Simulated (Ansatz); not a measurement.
Fixed-spin-moment curve of Ni

The cell (1 atom) is Ni as a measured crystal structure (space group Fm-3m). Source: COD entry 9012972, which need not be the ambient phase.

```
CELL_PARAMETERS angstrom
0.00000 1.76510 1.76510
1.76510 0.00000 1.76510
1.76510 1.76510 0.00000
ATOMIC_POSITIONS crystal
Ni 0.00000 0.00000 0.00000
```

Numbers behind element symbols give the atom's place in this list.

Computed with Ansatz development build ahead of 0.2.0, DFT, PBE, PAW, plane waves, scalar-relativistic.

```yaml
plane_wave_cutoff: 420 eV
k_point_mesh: 15×15×15 (Γ-centred)
occupations: Fermi–Dirac smearing, 0.1 eV
valence_electrons: 18
```

Moments by site are taken inside atomic spheres; the rest lies between them.

A small moment in a metal is sensitive to the mesh and the smearing.

The total moment of the cell is held fixed (separate Fermi levels for the two spins), shared at the start among the Ni atoms with one sign; no search for lower states follows. Energies are free energies per cell above the lowest run, the runs with a free moment included. A row is the solution that its start led to, not a proven minimum at that M. The run at M = 0 starts without moments and gives the spin-unpolarised solution. The cell holds one magnetic atom, so only parallel order fits; orders in a larger cell may lie lower. The program warns that the SCF threshold is loose for stress, so pressures can be off by 0.1 GPa or more.

The run at M = 0.96 μB took 5.1 s on 2 threads of x86-64 server CPU (shared host), peak memory 0.29 GiB.

```csv
fixed M (μB/cell),F − F(lowest) (meV/cell),moments of Ni1 (μB),pressure (GPa)
0.00,36,0.00,-2.6
0.24,29,0.26,-2.5
0.48,9,0.51,-2.1
0.72,5,0.75,-1.1
0.96,70,0.98,1.1
1.20,231,1.18,4.4
1.44,505,1.38,8.6
1.68,899,1.56,14.1
1.92,1460,1.74,21.3
```

The lowest fixed-moment run is the one at M = 0.72 μB (5 meV). With the constraint released: “usual moment scaled by 0.1, free total moment [Ni1 0.20 μB]” ends at 0.64 μB, 0 meV; “usual moment, free total moment [Ni1 2.00 μB]” ends at 0.64 μB, 0 meV.
